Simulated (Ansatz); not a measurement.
## What settings do to one calculation: (110) superlattice of 1 and 3 atomic planes of diamond Ge and AlAs, in-plane a of AlAs, 8 atoms

Ansatz (PAW, plane waves), atoms fixed. The base input:

```yaml
crystal:
  lattice:
    - [2.837049, -2.837049, 0.000000]
    - [0.000000, 0.000000, 5.674099]
    - [-5.674752, -5.674752, 0.000000]
  atoms:
    - { symbol: Ge, position: [0.996565, 0.998835, 0.999684] }
    - { symbol: Ge, position: [0.497411, 0.748843, 0.005516] }
    - { symbol: As, position: [0.993785, 0.249629, 0.749117] }
    - { symbol: As, position: [0.995096, 0.246271, 0.254640] }
    - { symbol: As, position: [0.496389, 0.754308, 0.498661] }
    - { symbol: Al, position: [0.991405, 0.997915, 0.496947] }
    - { symbol: Al, position: [0.495356, 0.495153, 0.749327] }
    - { symbol: Al, position: [0.500383, 0.501620, 0.251274] }
kpoints:
  mp_grid: { grid: [4, 3, 2] }
hamiltonian:
  xc: pbesol
scf:
  occupations: { method: fermi_dirac, width: 0.01 }
output:
  forces: true
  eigenvalues: true
  stress: true
  populations: true
```

Command:

```sh
ansatz run in.yaml --threads 7 --pin off --max-ram 13300MiB --runs-dir r --events-out ev --progress --plain
```

It converged in 7 iterations and 2.1 s of wall time on 7 threads of a Neoverse-V2 processor, on a host shared with other runs; peak host memory 0.81 GiB; largest force component 0.73 eV/Å, pressure 0.76 GPa. The cutoff was the default, 420 eV. The base isn't a converged reference: it has few k points, and its atoms are unrelaxed. Each run below changes the keys shown and caps the iterations.

```csv
run,changed,ending,iterations,free energy less the base (meV per atom),rms change of forces (eV/Å),change of pressure (GPa),"wall time (s, shared host)"
1,"ecutwfc 400 eV, width 0.5 eV, max_iter 90",converged,9,-63.9,0.179,0.64,2.2 CPU
2,"dr2_threshold 0.01, max_iter 60",converged,6,0.0,0.000,0.00,1.7 CPU
3,"max_iter 70, k points a 2×2×1 mesh centred on Γ",converged,8,398.1,0.099,2.00,0.6 CPU
4,"max_iter 6, dispersion d3bjatm",not converged,–,–,–,–,–
5,"occupations cold, xc_grid 3 (2 is the default), dispersion rvv10, max_iter 90",refused,–,–,–,–,–
6,"ecutwfc 180 eV, initial_magnetization 8, max_iter 50",converged,15,7672.4,0.155,-0.96,2.1 CPU
```

**Question.** Which changes leave the result alone, and which of the same physical model moves the forces most?

**Answer.** The forces move by under 0.002 eV/Å in run 2. Run 1 (ecutwfc 400 eV, width 0.5 eV, max_iter 90) moves them most among the runs with the same functional, charge and dispersion term, by 0.179 eV/Å.

**Question.** Why did some runs give no result?

**Answer.** - run 4: did not converge after 6 iterations: dr2 = 4.98e-7 (threshold 1.00e-7), under the density mixer `msr1`, which `scf.mixing.algorithm: auto` chose by the deck's other keys (type `scf.mixing.algorithm: msr1` to keep it);
- run 5: inconsistent input (hamiltonian.dispersion, hamiltonian.xc): `dispersion: rvv10` has no transferable b for PBE exchange — Sabatini et al. (2013) fitted b=6.3 to rPW86, and the PBE refits of Peng & Perdew (2017) are task-dependent (b=6.6 S22 / b=10.0 layered). …
